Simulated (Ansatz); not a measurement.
# Yb: one input, then a changed one

The cell comes from COD entry 9010997, which wasn't checked; take it as a given geometry. The listed cell was then made from it by scaling, straining or moving an atom.

First run: DFT, r2SCAN, PAW with Ansatz's default frozen-core files, scalar-relativistic (Ansatz 0.2.0).

Command: `ansatz run input.yaml --threads 1 --pin off --max-ram 3072MiB --backend cpu --events-out ev --progress --plain --runs-dir out` The run took about 28 s on 1 thread of a shared machine.

```yaml
crystal:
  lattice:
    - [0.0, 2.7153900247, 2.7153900247]
    - [2.7153900247, 0.0, 2.7153900247]
    - [2.7153900247, 2.7153900247, 0.0]
  atoms:
    - { symbol: Yb, position: [0.0, 0.0, 0.0] }
kpoints:
  mp_grid: { grid: [10, 10, 10] }
scf:
  occupations: { method: fermi_dirac, width: 0.05 }
hamiltonian:
  xc: r2scan
  pseudopotentials: { kind: paw }
output:
  forces: true
  stress: true
  efg: { contact_densities: true }
relax:
  f_tol: 0.005
  max_steps: 80
  cell: {}
```

Result: converged; relaxed volume 35.233 Å³/atom; 50 SCF iterations in all.

Semilocal functionals without a Hubbard term describe localised f shells poorly; where the shell is localised, the real material differs.

Spin–orbit coupling is left out, though it moves levels of the heavy atoms by tenths of an eV or more.

The input is then changed:

```diff
@@ -7,5 +7,5 @@
     - { symbol: Yb, position: [0.0, 0.0, 0.0] }
 kpoints:
-  mp_grid: { grid: [10, 10, 10] }
+  mp_grid: { grid: [10, 10, 10], shift: [0.5, 0.5, 0.5] }
 scf:
   occupations: { method: fermi_dirac, width: 0.05 }
```

(1) Predict the outcome of the changed run.

Answers

(1) It converged; energy at zero smearing -1.2 meV/atom from the first run; relaxed volume 35.213 Å³/atom; 52 SCF iterations in all.
